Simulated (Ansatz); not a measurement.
Phonon dispersion of NiGe₃

These are results of DFT PBE, scalar-relativistic, plane waves, PAW in Ansatz 0.2.0, not measurements. Plane waves to 420 eV; Γ-centred k mesh 12×12×4; Gaussian smearing of 0.10 eV. No spin polarisation. Phonons by linear response, acoustic sum rule imposed.

Equilibrium structure at this level:
```yaml
crystal:
  lattice:
    - [2.83581, 0.00000, 0.00000]
    - [0.00000, 2.83581, 0.00000]
    - [0.00000, 0.00000, 8.54315]
  atoms:
    - { symbol: Ni, position: [0.00000, 0.00000, 0.50000] }
    - { symbol: Ge, position: [0.50000, 0.50000, 0.31762] }
    - { symbol: Ge, position: [0.50000, 0.50000, 0.68238] }
    - { symbol: Ge, position: [0.50000, 0.50000, 0.00000] }
```

It was reached by relaxing an invented guess, and it needn't be the stable form of this composition. In a metal, frequencies and elastic constants depend on the k mesh and the smearing, soft modes and shear constants most. The q mesh is coarse, so values between its points are rough.

Force constants from linear response on a 4×4×1 q mesh.

(1) Is the structure dynamically stable on the q mesh?

(2) Give the frequencies (cm⁻¹) at the zone-boundary points of high symmetry (interpolated where a point lies off the q mesh).

Results:

(1) Yes, on this mesh: no mode is imaginary.

(2)
```tsv
point	q	frequencies
X	0.000 0.500 0.000	53 56 64 79 86 100 110 119 178 189 197 198
M	0.500 0.500 0.000	71 74 74 88 88 106 157 157 158 176 202 202
Z	0.000 0.000 0.500	23 23 39 39 49 77 83 83 140 140 197 201
R	0.000 0.500 0.500	52 52 56 79 86 101 119 139 149 189 197 207
A	0.500 0.500 0.500	75 75 85 86 86 106 140 157 157 185 202 202
```
